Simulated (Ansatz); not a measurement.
# Al: energy along a strain

Al, Fm-3m, a = 4.048 Å (as given, not relaxed at this level: -3.6 GPa). Ansatz: LDA, PAW, 420 eV, Γ-centred 20×20×20 mesh on 1 atom, Gaussian smearing 0.15 eV; no spin polarisation. Cell vectors (Å): 0.000 2.024 2.024; 2.024 0.000 2.024; 2.024 2.024 0.000. The cell is strained by x per cent times the pattern (0 1 0 0 0 0) in the order xx yy zz yz xz xy (engineering shears), with fractional coordinates held. y is the free energy over the start, V0 = 16.582 Å³/atom.

```tsv
x (%)	y (meV/atom)
-2.00	?
-1.50	-4.78
-1.00	-3.38
-0.50	-1.78
0.00	0.00
0.50	1.94
1.00	4.07
1.50	6.45
1.75	7.75
2.00	9.11
```

Q: Fit y = c1 x + c2 x² + c3 x³ to the other rows, get the stiffness along the pattern, and predict the missing energy.

A: Least squares on the rows shown. y = 3.687 x + 0.3705 x² + 0.03013 x³. The clamped-ion stiffness p·C·p = 2 × 3.705 eV × 160.2 / 16.582 Å³ = 72 GPa, which is C22 in these axes (C11 of the cubic crystal) (second derivative at the start, which stands under stress). With a term in x⁴ added, the coefficient of x² becomes 0.3355, 9 % less, which shows how far this figure hangs on the form. At x = -2.00 the fit asked for gives -6.13 meV/atom. The run gave -5.94 meV/atom, so the fit is 0.19 meV/atom too low, 1.3 % of the span of the series, against an rms of 0.02 meV/atom on the fitted rows. The row lies outside the fitted range. With a term in x⁴ added, a fit to the same known rows predicts -5.94 meV/atom, so most of the miss is curvature that the known rows already hold.